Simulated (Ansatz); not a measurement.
Clean, relaxed (111) surface of TiN, space group Fm-3m (No. 225) (top face towards +c; atoms held fixed, by place in the list: 1, 2, 3, 4):

```
CELL_PARAMETERS angstrom
2.97263 0.00000 0.00000
-1.48632 2.57437 0.00000
0.00000 0.00000 26.70857
ATOMIC_POSITIONS crystal
N 0.33333 0.66667 0.31825
Ti 0.66667 0.33333 0.36369
N 0.00000 0.00000 0.40912
Ti 0.33333 0.66667 0.45456
N 0.66667 0.33333 0.50011
Ti 0.00000 0.00000 0.54614
N 0.33333 0.66667 0.58836
Ti 0.66667 0.33333 0.64471
N 0.00000 0.00000 0.67391
```

Method: Ansatz, DFT PBEsol, scalar-relativistic, plane waves, PAW. Plane waves to 420 eV, a k mesh through Γ of 12×12×1 on the computed 9-atom cell and Gaussian smearing (0.10 eV); no spin polarisation. A dipole correction removes the field between periodic images along c.

B (atom) is adsorbed on the top face, one adsorbate per 7.7 Å², and relaxed from 3 starting sites (fractions of a and b). E_ads counts from the clean slab and the free adsorbate (spin-polarised where it has unpaired electrons); negative means bound. Heights count from the highest slab atom after relaxation. Δφ is the top face's. Δp counts per cell along +c. Bonded neighbours lie within 1.25 times the sum of covalent radii (1.35 for H) and, on that scale, within 12 % of the closest. With the adsorbate the cell is lengthened along c to keep the vacuum.

```json
{"start": "top (N) at (0.00, 0.00)", "ends at": "(0.00, 0.00), 1 bonded neighbour (N)", "E_ads (eV)": "-5.27", "height (Å)": "1.36", "shortest contact": "B–N 1.36 Å", "Δφ (eV)": "-0.38", "Δp (e·Å)": "+0.013"}
{"start": "hollow (Ti-Ti-Ti) at (0.33, 0.67)", "ends at": "(0.33, 0.67), 6 bonded neighbours (N and Ti), largest slab move 0.9 Å", "E_ads (eV)": "-5.74", "height (Å)": "-0.13", "shortest contact": "B–N 1.72 Å", "Δφ (eV)": "-2.84", "Δp (e·Å)": "+0.117"}
{"start": "bridge (Ti-Ti) at (0.17, 0.33)", "ends at": "(0.00, 0.00), 1 bonded neighbour (N)", "E_ads (eV)": "-5.27", "height (Å)": "1.36", "shortest contact": "B–N 1.36 Å", "Δφ (eV)": "-0.38", "Δp (e·Å)": "+0.014"}
```

Among the sites tried, the lowest end comes from the hollow (Ti-Ti-Ti) at (0.33, 0.67) start; other sites may lie lower.

Each end is the local minimum or symmetric point that its start leads to.

Spin polarisation was left out, and a magnetic state may lie lower.